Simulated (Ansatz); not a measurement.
Pt:
```
Pt
1.0
    0.00000     1.98504     1.98504
    1.98504     0.00000     1.98504
    1.98504     1.98504     0.00000
Pt
1
Direct
  0.00000   0.00000   0.00000
```

Relaxed with PBE. Special points in fractions of this cell's reciprocal vectors: Γ (0.000, 0.000, 0.000); X (0.500, 0.000, 0.500); U (0.625, 0.250, 0.625); K (0.375, 0.375, 0.750); L (0.500, 0.500, 0.500); W (0.500, 0.250, 0.750).

List the band energies nearest the Fermi level at these points for PBE (plane waves, PAW; program Ansatz).

In eV from the Fermi level; about four levels below and three above (degenerate sets whole), none deeper than 8.9 eV; … stands for higher levels left out; points with the same levels are listed once.

| k | below | above |
|---|---|---|
| Γ | -3.58 -3.58 -3.58 -1.55 -1.55 | … |
| X | -6.70 -6.27 -0.01 | 0.46 0.46 1.84 |
| U | -5.18 -2.69 -1.24 -0.17 | 5.60 … |
| L | -6.97 -3.64 -3.64 -0.34 | 0.03 0.03 … |
| W | -5.35 -4.31 -4.31 -1.89 | 0.46 6.87 … |

Space group Fm-3m (fcc (Cu type)). Symmetry was held in the PBE relaxation. No spin polarisation was allowed. Scalar-relativistic: spin–orbit coupling is off unless named, which matters more the heavier the elements.

Potentials: the later of the program's two PAW sets.
